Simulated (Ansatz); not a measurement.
# Calculated coordination and ³³S quadrupole coupling for Lu₃Mg₂CrS₈

Cell: a Materials Project structure (computed, not necessarily an observed phase), atoms as given.

Space group R-3m:H (No. 166); a = 7.6782, c = 18.5178 Å, γ = 120.00°.

| site | Wyckoff | site symmetry | x | y | z |
| --- | --- | --- | --- | --- | --- |
| Mg | 6c | 3m | 0.0000 | 0.0000 | 0.3749 |
| Lu | 9d | .2/m | 0.8333 | 0.6667 | 0.1667 |
| Cr | 3a | -3m | 0.0000 | 0.0000 | 0.0000 |
| S7 | 18h | .m | 0.8192 | 0.6383 | 0.4122 |
| S9 | 6c | 3m | 0.0000 | 0.0000 | 0.7560 |

One atom of each set is listed; the run and its k-mesh use a cell of 14 atoms with edges of 7.60, 7.60, 7.60 Å.

The numbers come from a DFT calculation in Ansatz (r2SCAN, plane waves and PAW, scalar-relativistic, collinear spin, 500 eV cutoff, Γ-centred 5×5×5 k-points, Fermi–Dirac smearing 0.02 eV). Start moments as typed (μB): 3 on each Cr, none on the rest.

Q(³³S) = -69.40 mb.

**Question.** Rank these S sites by |C_Q|, smallest first.
A. S9: 1 Mg at 2.42 Å, 3 Lu at 2.64 Å
B. S7: 1 Cr at 2.50 Å, 1 Mg at 2.50 Å, 2 Lu at 2.68 Å

**Answer.** A (3.36 MHz, η = 0.00), B (10.4 MHz, η = 0.47).

An axis of threefold or higher order runs through S9, so V_zz lies along it and η is zero. At S7 V_zz points along its one bond to Cr (within 7°). Like point charges on the first shell alone (each adding as 1/d³) would put S9 above S7: the kind of neighbour, the covalent part of each bond and the atoms beyond the first shell count as well.

The program didn't check the stability of this electronic state in full, so a lower one may lie near. Without spin–orbit coupling the gradients at and beside Lu can be off by some per cent, at some sites by more. All moments are parallel here, as the start or the cell imposes; many such compounds order antiparallel, where fields and spin densities carried over to other atoms largely cancel. The magnetic order is the one that the run reached from its start moments, not necessarily the measured one.
